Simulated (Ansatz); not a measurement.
Se (trigonal-Se type, space group P3_121)

```xyz
3
Lattice="4.5345 0.0000 0.0000 -2.2673 3.9270 0.0000 0.0000 0.0000 5.0415" Properties=species:S:1:pos:R:3 pbc="T T T"
Se     0.9892     0.0000     4.2012
Se    -0.4946     0.8566     0.8402
Se     1.7727     3.0704     2.5207
```

The slice is a (0001) plane (indices of the conventional cell) through the point (0.218, 0.000, 0.833) (fractional), spanned by u = [110] and v = [1 -1 0] in vectors of this cell: u (4.53 Å) and v (7.85 Å, at 90° to u). It covers one period; positions are fractions (u, v).

The numbers are results of PBE (plane waves to 420 eV, PAW, scalar-relativistic; Ansatz, an electronic-structure program), not measurements. k mesh 8×8×7. These are valence fields of a PAW run, semicore shells included where kept as valence: close to a nucleus they are smooth pseudo fields. Se was relaxed with its symmetry unable to fall.

Q: Sketch the electron localisation function (ELF) on this plane as a map.

A: 
```tsv
v \ u	0.00	0.12	0.25	0.38	0.50	0.62	0.75	0.88
0.96	x	0.81	0.85	0.23	0.03	0.19	0.63	0.63
0.86	0.56	0.64	0.42	0.04	0.05	0.11	0.18	0.37
0.75	0.12	0.07	0.02	0.03	0.04	0.03	0.03	0.07
0.64	0.03	0.04	0.46	0.83	0.81	0.68	0.19	0.03
0.54	0.02	0.23	0.78	0.81	x	0.80	0.83	0.22
0.43	0.03	0.15	0.49	0.62	0.56	0.84	0.81	0.15
0.32	0.04	0.08	0.09	0.20	0.36	0.37	0.16	0.02
0.21	0.16	0.06	0.03	0.06	0.09	0.04	0.03	0.15
0.11	0.86	0.81	0.54	0.05	0.02	0.09	0.73	0.87
0.00	x	0.78	0.86	0.27	0.02	0.22	0.73	0.69
```

Values: electron localisation function (ELF). Points within 0.5 Å of a nucleus are blanked (x), as the pseudised field means little there.
